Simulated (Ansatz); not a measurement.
This guess for ScCuC4N4 is about to be relaxed.

```
Sc Cu C N
1.0
     6.00387    0.00000    0.00000
     0.00000    6.00387    0.00000
     0.00000    0.00000    6.00387
Sc Cu C N
1 1 4 4
Direct
  0.00000 0.00000 0.00000
  0.50000 0.50000 0.50000
  0.19444 0.19444 0.19444
  0.19444 0.80556 0.80556
  0.80556 0.19444 0.80556
  0.80556 0.80556 0.19444
  0.30695 0.30695 0.30695
  0.30695 0.69305 0.69305
  0.69305 0.30695 0.69305
  0.69305 0.69305 0.30695
```

The calculation used Ansatz, DFT PBE, scalar-relativistic, plane waves, PAW. Cutoff 420 eV, Gaussian smearing, Γ-centred meshes. Cell and atoms relax first on a coarse mesh and then on a converged one. In between, the cell is made exact in the group found at 0.06 Å. The steps can't lower the symmetry of their start. Collinear spin, starting moments Cu 1.0 μB; they died out on the coarse mesh, so the last step has no spin.

A guess keeps its type if space group and coordination stay and the shape of the cell changes little (axis ratios within about 15 %, angles within 6°); the volume may change.

Question: Will the relaxed cell still be of the starting type?

Answer: It keeps its type. The symmetry stays P-43m (No. 215). The volume per atom grows by 7.6 %, from 21.6 to 23.3 Å³. The shortest distance stays 1.17 Å (C–N). Counting neighbours within 15 % of an atom's shortest distance, the start has C 1, Cu 4, N 1, Sc 4 and the end C 1, Cu 4, N 1, Sc 4.

The zero of energy is the elements' standard structures at the same level (N₂ as a molecule); no fitted shifts are applied.

Question: At what energy does it end?

Answer: +0.209 eV/atom. It can't be a ground state, since the elements alone are lower.

The last run used a 6×6×6 mesh for its 10-atom cell and Gaussian smearing of 0.02 eV. The reference form of C is held partly by dispersion forces, which this level lacks. A structure relaxed within its symmetry needn't be a true minimum.
